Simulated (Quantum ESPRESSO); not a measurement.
Band energies of SnS₂

```xyz
3
Lattice="3.6743 0.0000 0.0000 -1.8372 3.1820 0.0000 0.0000 0.0000 6.2288" Properties=species:S:1:pos:R:3 pbc="T T T"
S      0.0000     2.1214     1.4616
S      1.8372     1.0607     4.7672
Sn     0.0000     0.0000     0.0000
```

PBEsol (pw.x of Quantum ESPRESSO, ONCV potentials, no spin-orbit coupling); path ΓMKΓALHA,LM,KH; energies in eV from the valence-band maximum.

```
k (1/Å)  point  band 9  band 10  band 11  band 12  band 13  band 14  band 15  band 16
-------  -----  ------  -------  -------  -------  -------  -------  -------  -------
0.00         Γ   -0.52    -0.52    -0.18    -0.18    -0.07     1.96     3.64     5.39
0.22             -1.56    -0.93    -0.69    -0.06    -0.03     2.62     4.25     5.16
0.55             -3.41    -2.10    -1.82    -0.17    -0.06     2.43     4.73     6.34
0.88             -4.19    -2.35    -2.33    -0.59    -0.18     1.71     4.57     6.20
0.99         M   -4.26    -2.36    -2.32    -0.65    -0.19     1.66     4.54     6.16
1.10             -4.22    -2.52    -2.32    -0.65    -0.36     1.82     4.79     6.07
1.44             -3.66    -3.42    -2.84    -1.09    -0.80     2.37     6.73     6.77
1.56         K   -3.48    -3.48    -3.08    -0.96    -0.96     2.35     6.88     6.88
1.76             -3.78    -3.31    -2.52    -1.29    -0.55     2.45     6.53     6.80
2.08             -3.32    -3.04    -1.36    -1.08    -0.07     2.80     5.80     5.94
2.28             -2.51    -2.33    -0.73    -0.55     0.00     2.99     5.12     5.21
2.59             -0.82    -0.68    -0.24    -0.15    -0.06     2.17     3.82     5.29
2.70         Γ   -0.52    -0.52    -0.18    -0.18    -0.07     1.96     3.64     5.39
2.95             -0.81    -0.54    -0.54    -0.14    -0.14     2.50     3.66     5.32
3.20         A   -1.46    -0.56    -0.56    -0.11    -0.11     2.89     3.67     5.25
3.50             -1.92    -1.22    -1.10    -0.88    -0.07     2.96     4.63     5.80
3.79             -3.53    -1.84    -1.66    -0.85    -0.22     2.17     5.05     6.18
4.09             -4.43    -2.26    -1.75    -0.52    -0.36     1.56     4.77     5.79
4.19         L   -4.50    -2.29    -1.74    -0.49    -0.37     1.52     4.75     5.75
4.30             -4.46    -2.51    -1.84    -0.42    -0.42     1.70     4.93     5.83
4.64             -3.92    -3.69    -3.03    -0.41    -0.26     2.91     5.60     5.65
4.76         H   -3.76    -3.76    -3.29    -0.32    -0.32     3.00     5.61     5.61
4.95             -4.00    -3.53    -2.80    -0.52    -0.23     2.91     5.39     5.95
5.14             -3.86    -3.05    -2.09    -0.71    -0.34     2.82     5.35     6.34
5.42             -2.73    -2.24    -1.22    -0.67    -0.53     2.90     5.20     6.26
5.71             -1.45    -1.09    -0.94    -0.36    -0.13     3.03     4.20     5.38
5.90         A   -1.46    -0.56    -0.56    -0.11    -0.11     2.89     3.67     5.25
5.90         L   -4.50    -2.29    -1.74    -0.49    -0.37     1.52     4.75     5.75
6.10             -4.42    -2.31    -1.98    -0.47    -0.31     1.50     4.67     6.15
6.40         M   -4.26    -2.36    -2.32    -0.65    -0.19     1.66     4.54     6.16
6.40         K   -3.48    -3.48    -3.08    -0.96    -0.96     2.35     6.88     6.88
6.61             -3.59    -3.59    -3.16    -0.74    -0.74     2.56     6.37     6.37
6.91         H   -3.76    -3.76    -3.29    -0.32    -0.32     3.00     5.61     5.61
```

The PBEsol gap is indirect, 1.50 eV, from 33 % of the way from Γ to M to 40 % of the way from L to M; the smallest direct gap is 1.80 eV. Another valence and conduction extremum on the path lies within 0.02 eV, too close to call.

Spin-orbit splittings are left out.

Geometry of the Materials Project entry, not relaxed at this level.

The distance between layers or molecules is the database entry's, not relaxed here. Functionals without dispersion can leave it too large, which widens gaps and weakens the response across layers: the numbers belong to this cell.
